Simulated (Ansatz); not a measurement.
**Question.** Each is relaxed and computed with r²SCAN in the plane-wave PAW code Ansatz. Which is the only one with a gap?
A) CeSb, rock salt
B) SbRu, Pnma (Ru on 4c, Sb on 4c)
C) SbOsSe, P2_1/c (Sb on 4e, Os on 4e, Se on 4e)
D) Hf2GaSb3, P-4m2 (Hf on 2g, Ga on 1b, Sb on 2g, Sb on 1a)

**Answer.** C, SbOsSe, P2_1/c (Sb on 4e, Os on 4e, Se on 4e). SbOsSe: gap 1.24 eV (indirect); CeSb: metal; SbRu: metal; Hf2GaSb3: metal. Caveat: open 4f shells can settle in a state that is not the lowest. Spin orders computed, not proven ground states: CeSb, rock salt ferromagnetic. Standing as an ambient phase not checked: SbOsSe, P2_1/c (Sb on 4e, Os on 4e, Se on 4e); CeSb, rock salt; SbRu, Pnma (Ru on 4c, Sb on 4c); Hf2GaSb3, P-4m2 (Hf on 2g, Ga on 1b, Sb on 2g, Sb on 1a). Perhaps ordered models of mixed-site phases: Hf2GaSb3, P-4m2 (Hf on 2g, Ga on 1b, Sb on 2g, Sb on 1a). All cells were relaxed under the symmetry of their starts (and spin orders); stability against distortions was not tested throughout. Rows with no word on spin ran without spin polarisation. No Hubbard U is applied. Scalar-relativistic: spin–orbit coupling is off unless named, which matters more the heavier the elements.

Potentials: the later of the program's two PAW sets.
